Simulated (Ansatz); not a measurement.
**Density of states of SnPt3**

```cif
data_structure
_symmetry_space_group_name_H-M 'Pm-3m'
_symmetry_Int_Tables_number 221
_cell_length_a 4.0293
_cell_length_b 4.0293
_cell_length_c 4.0293
_cell_angle_alpha 90.000
_cell_angle_beta 90.000
_cell_angle_gamma 90.000
_cell_volume 65.42
loop_
_atom_site_label
_atom_site_type_symbol
_atom_site_symmetry_multiplicity
_atom_site_Wyckoff_symbol
_atom_site_fract_x
_atom_site_fract_y
_atom_site_fract_z
_atom_site_occupancy
Sn1 Sn 1 a 0.00000 0.00000 0.00000 1
Pt1 Pt 3 c 0.50000 0.50000 0.00000 1
```

The runs use the primitive cell with vectors (4.029, 0.000, 0.000), (0.000, 4.029, 0.000), (0.000, 0.000, 4.029) Å, to which the k mesh refers.

Structure from Materials Project entry mp-20971 (possibly hypothetical), not relaxed further.

No spin–orbit coupling, which matters for the heavy atoms here.

Computed with DFT, LDA, all-electron LAPW, scalar-relativistic in Ansatz 0.2.0.

The runs use a Γ-centred 10×10×10 k mesh, Fermi–Dirac smearing of 0.08 eV, basis error target 1 meV/atom, no spin polarisation.

States per eV and cell, averaged over 0.4 eV, from -11.8 to 6.8 eV, with energies (bin centres) from the Fermi level; empty bins are left out. The partial columns, the largest 4 alone, are projections on Löwdin-orthogonalised atomic shells (those that the program's projection atoms carry: the occupied ones and, for some elements, an empty d or f shell; other empty shells have no column), summed over atoms of an element. Weights on diffuse s and p shells depend on that basis and aren't pure angular character.

```csv
E (eV),total,Pt 5d,Pt 6s,Sn 5p,Sn 5s
-11.7,0.11,0.00,0.06,0.00,0.04
-11.3,0.27,0.01,0.14,0.01,0.10
-10.9,0.39,0.02,0.19,0.03,0.15
-10.5,0.52,0.03,0.22,0.04,0.22
-10.1,0.79,0.06,0.27,0.05,0.39
-9.7,1.16,0.15,0.29,0.07,0.64
-9.3,1.65,0.48,0.15,0.05,0.95
-8.9,0.12,0.03,0.01,0.00,0.08
-8.1,0.16,0.02,0.07,0.06,0.00
-7.7,0.53,0.10,0.20,0.19,0.03
-7.3,1.42,0.43,0.45,0.43,0.08
-6.9,2.52,1.15,0.61,0.56,0.17
-6.5,1.83,0.89,0.42,0.47,0.02
-6.1,2.66,1.63,0.42,0.56,0.02
-5.7,2.56,2.08,0.22,0.23,0.01
-5.3,7.45,6.26,0.34,0.77,0.02
-4.9,5.61,4.85,0.24,0.44,0.02
-4.5,4.99,4.20,0.18,0.53,0.02
-4.1,5.22,4.66,0.14,0.33,0.01
-3.7,6.29,5.66,0.13,0.36,0.01
-3.3,3.35,2.93,0.10,0.21,0.03
-2.9,3.43,3.14,0.09,0.12,0.01
-2.5,6.79,6.45,0.15,0.09,0.01
-2.1,8.24,7.72,0.28,0.11,0.01
-1.7,6.04,5.41,0.22,0.16,0.12
-1.3,5.60,4.40,0.26,0.22,0.44
-0.9,1.79,1.51,0.05,0.05,0.09
-0.5,2.45,2.41,0.01,0.01,0.00
-0.1,1.38,1.32,0.00,0.05,0.00
0.3,0.67,0.46,0.02,0.17,0.00
0.7,2.90,1.76,0.23,0.77,0.08
1.1,2.54,1.14,0.40,0.65,0.27
1.5,1.69,0.55,0.34,0.49,0.21
1.9,1.27,0.38,0.27,0.40,0.12
2.3,1.18,0.28,0.31,0.35,0.10
2.7,0.99,0.19,0.23,0.34,0.07
3.1,1.50,0.21,0.36,0.50,0.14
3.5,1.53,0.23,0.52,0.39,0.10
3.9,1.22,0.19,0.54,0.23,0.03
4.3,1.12,0.14,0.48,0.21,0.02
4.7,1.35,0.14,0.58,0.26,0.02
5.1,1.31,0.11,0.55,0.27,0.01
5.5,1.46,0.11,0.63,0.31,0.01
5.9,1.56,0.11,0.60,0.37,0.01
6.3,1.91,0.13,0.57,0.54,0.03
6.7,1.06,0.06,0.32,0.25,0.00
```

(1) Which of the resolved shells contributes most within 0.3 eV of the Fermi level?

(2) Where is the centre of the filled Pt 5d states between -14 eV and the top of the filled states?

Answers

(1) Pt 5d, with 92 % of all states there; Sn 5p follows with 7 %.

(2) -3.41 eV from the Fermi level.
